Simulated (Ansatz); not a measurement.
# MgRh: moving Mg off its site

MgRh, Pm-3m, a = 3.099 Å (as given, not relaxed at this level: -6.3 GPa). The structure is a COD entry; whether it is the stable form wasn't checked. Ansatz: LDA, PAW, 420 eV, Γ-centred 16×16×16 mesh on 2 atoms, Gaussian smearing 0.15 eV; no spin polarisation.

```xyz
2
Lattice="3.0992 0.0000 0.0000 0.0000 3.0992 0.0000 0.0000 0.0000 3.0992" Properties=species:S:1:pos:R:3 pbc="T T T"
Mg    0.0000    0.0000    0.0000
Rh    1.5496    1.5496    1.5496
```

Atom 1 (Mg) moves by x along the unit vector (0.000, 0.000, 1.000), with its periodic images; all else is held. y is the free energy of the cell over the start, F the force along the path summed over the moved atoms. Symmetry makes y even in x.

```tsv
x (Å)	y (meV)	F (eV/Å)
-0.5000	?	?
-0.2500	161.4	1.28
0.0000	0.0	0.00
0.1250	40.6	-0.65
0.3750	360.1	-1.89
0.4375	487.1	-2.17
```

Problem. Fit y = c2 x² + c4 x⁴ to the energies of the other rows, give the force constant, and predict energy and force of the missing row.

Solution. Least squares on the rows shown. y = 2602.2 x² − 298.69 x⁴. The force constant is 2 c2 = 5.20 eV/Å², for the cell as given, at -6.3 GPa (for all images moving together, not for a lone atom). With two atoms in a cubic cell this is the optical mode at Γ (in a metal it hangs on mesh and smearing): ω = 521.5 √(2 c2/μ) = 268 cm⁻¹ for μ = 19.66 u. The force −dy/dx at the missing row is 2.45 eV/Å (computed 2.44). At x = -0.5000 the fit asked for gives 631.9 meV. The run gave 631.3 meV, so the fit is 0.6 meV too high, a small miss on the scale of the series.